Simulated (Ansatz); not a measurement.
What hybrid functionals make of InP

```cif
data_structure
_symmetry_space_group_name_H-M 'P 1'
_symmetry_Int_Tables_number 1
_cell_length_a 4.1444
_cell_length_b 4.1444
_cell_length_c 4.1444
_cell_angle_alpha 60.000
_cell_angle_beta 60.000
_cell_angle_gamma 60.000
_cell_volume 50.33
loop_
_atom_site_label
_atom_site_type_symbol
_atom_site_fract_x
_atom_site_fract_y
_atom_site_fract_z
_atom_site_occupancy
In1 In 0.00000 0.00000 0.00000 1
P1 P 0.75000 0.75000 0.75000 1
```

All runs: Ansatz, plane waves and PAW, scalar-relativistic (no spin–orbit coupling), 4×4×4 k-mesh, Gaussian smearing of 0.05 eV, no spin polarisation. Semilocal reference PBE: gap 0.70 eV, pressure 3.5 GPa. The hybrids carry no U.

Problem. What gap and pressure does PBE0-type hybrid with an exact-exchange fraction of 0.1 give at this geometry?

Solution. Gap 1.28 eV, pressure 2.7 GPa.

Problem. And the other functionals?

Solution. 
```csv
functional,gap,pressure (GPa),cutoff (eV),core-seconds
HSE06-type hybrid with an exact-exchange fraction of 0.1,1.02 eV,2.8,420,16
PBE0-type hybrid with an exact-exchange fraction taken as 1/ε∞,1.24 eV,2.8,420,31
PBE0-type hybrid with an exact-exchange fraction of 0.1,1.28 eV,2.7,420,16
HSE06-type hybrid with an exact-exchange fraction of 0.3,1.72 eV,1.4,420,18
HSE06-type hybrid with a screening parameter of 0.1 Å⁻¹,1.84 eV,1.5,420,18
HSE06-type hybrid with an exact-exchange fraction of 0.45 and a screening parameter of 0.1 Å⁻¹,2.84 eV,0.1,420,19
PBE0-type hybrid with an exact-exchange fraction of 0.5,3.83 eV,-0.3,420,21
```

In the PBE0 form the gap grows almost linearly with the exact-exchange fraction, by 0.63 eV for each tenth. The dielectric-dependent PBE0 form takes the fraction 0.092 = 1/ε∞, that is ε∞ = 10.9. On shared hosts the hybrid runs at the reference's cutoff took roughly 13 to 24 times the core time of the semilocal one on the same mesh, with some more bands. Measured gap: 1.42 eV (direct; 0 K; a printed reference work (textbook)); 1.34 eV (direct; 300 K; a printed reference work (textbook)).

Caveats: core times come from shared hosts and scatter; gaps are read on a coarse mesh; stress loosely converged.
